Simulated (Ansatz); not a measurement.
Ta₄N₅ in space group I4/m (No. 87; Ta on 8h, N on 2b, N on 8h) under volume change, plane-wave PAW PBEsol (Ansatz code), shape and atoms relaxed at each volume.

| V (Å³/atom) | E − E(relaxed) (meV/atom) | P (GPa) |
|---|---|---|
| 10.350 | 42.7 | 21.85 |
| 10.681 | 10.1 | 10.08 |
| 11.011 | 0.0 | 0.00 |
| 11.341 | 9.1 | -8.63 |
| 11.672 | 34.7 | -15.98 |

### Question
What does a third-order Birch–Murnaghan fit give for V₀, B₀ and B′?

### Answer
V₀ = 11.01 Å³/atom, B₀ = 310 GPa, B′ = 4.2.

The first step of the workflow began from a Materials Project structure, measured or hypothetical; the Crystallography Open Database copy checked does not list it. Its standing as an ambient phase is unchecked. The PBEsol relaxation kept the symmetry of its start; its stability against distortions is not shown here. No spin polarisation was allowed. Scalar-relativistic: spin–orbit coupling is off unless named, which matters more the heavier the elements.

Potentials: the later of the program's two PAW sets.
